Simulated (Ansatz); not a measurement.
Data:

YSi:
```cif
data_SiY
_chemical_formula_sum 'Y1 Si1'
_space_group_name_H-M_alt 'Pm-3m'
_space_group_IT_number 221
_space_group_name_Hall '-P 4 2 3'
_cell_length_a 3.53797
_cell_length_b 3.53797
_cell_length_c 3.53797
_cell_angle_alpha 90.000
_cell_angle_beta 90.000
_cell_angle_gamma 90.000
loop_
_atom_site_label
_atom_site_type_symbol
_atom_site_symmetry_multiplicity
_atom_site_Wyckoff_symbol
_atom_site_fract_x
_atom_site_fract_y
_atom_site_fract_z
_atom_site_occupancy
Y1 Y 1 a 0.00000 0.00000 0.00000 1
Si1 Si 1 b 0.50000 0.50000 0.50000 1
```

This is the PBE-relaxed structure.

Question: All from plane-wave PAW PBE (Ansatz code), unless another level is named. Predict the electronic character.

Answer: metallic (no gap).

Question: What about the formation energy from the elements (no fitted shifts)?

Answer: -0.43 eV/atom.

Question: What about the density of states at the Fermi level?

Answer: 1.2 states/eV per atom (mean over ±0.08 eV).

Question: Give the gap with spin–orbit coupling.

Answer: none (metallic).

The cell is a constructed one: a structure type filled with these elements; neither database checked (COD, Materials Project) lists it. Whether it is the stable phase at ambient conditions was not checked. The cell was relaxed with PBE under the symmetry of its start. At this level the phase is mechanically unstable. The run is not spin-polarised. The references are the lowest solids computed at this level, not always the standard phases. Spin–orbit coupling is left out wherever it is not named.

Potentials: the later of the program's two PAW sets.
